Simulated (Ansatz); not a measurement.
**Pressure against volume: LaTl3**

```
La Tl
1.0
     4.79900    0.00000    0.00000
     0.00000    4.79900    0.00000
     0.00000    0.00000    4.79900
La Tl
1 3
Direct
  0.00000 0.00000 0.00000
  0.00000 0.50000 0.50000
  0.50000 0.00000 0.50000
  0.50000 0.50000 0.00000
```

Conventional cell: a = 4.799 Å, b = 4.799 Å, c = 4.799 Å, α = 90.00°, β = 90.00°, γ = 90.00°. Around La (atom 1) lie 12 Tl at 3.39 Å. Tl (atom 2) has 4 La at 3.39 Å and 8 Tl at 3.39 Å as nearest neighbours.

The cell is COD entry 1538104, as deposited and not checked against the literature; nothing was relaxed.

Spin–orbit coupling is left out, though it moves levels of the heavy atoms by tenths of an eV or more.

All numbers are computed: DFT, PBEsol, all-electron LAPW, scalar-relativistic (Ansatz 0.2.0); DFT, PBEsol, PAW with Ansatz's default frozen-core files, scalar-relativistic (Ansatz 0.2.0).

For LAPW: a Γ-centred 8×8×8 k mesh, Fermi–Dirac smearing of 0.05 eV, basis error target 1 meV/atom, no spin polarisation. PAW takes a cutoff of 420 eV at this cell (files made with PBE, cores remade for this functional). The Ansatz runs share mesh, smearing and spin set-up. Plane-wave (PAW) pressures include the program's estimate of the Pulay term.

The cell above is scaled evenly, with fractional coordinates and shape held.

```tsv
V/V(cell)	V (Å³/atom)	P, LAPW (GPa)	P, PAW (GPa)	free energy over the lowest listed, PAW (meV/atom)
0.9400	25.973	?	?	?
0.9800	27.078	0.98	0.96	1.3
1.0000	27.631	-0.15	-0.17	0.0
1.0100	27.907	-0.67	-0.69	0.7
1.0400	28.736	-2.04	-2.06	8.0
```

Question: Fill in the row V/V(cell) = 0.9400.

Answer: P, LAPW (GPa) = 3.71, P, PAW (GPa) = 3.68, free energy over the lowest listed, PAW (meV/atom) = 16.9.

Question: What do Birch–Murnaghan fits to the pressures give?

Answer: LAPW: V0 = 27.55 Å³/atom, B0 = 54 GPa, B0′ = 5.1; PAW: V0 = 27.54 Å³/atom, B0 = 54 GPa, B0′ = 5.1.

PAW's V0 lies -0.04 % from the all-electron value and its B0 0.0 %. Symmetry fixes shape and coordinates here, so this is the relaxed modulus.
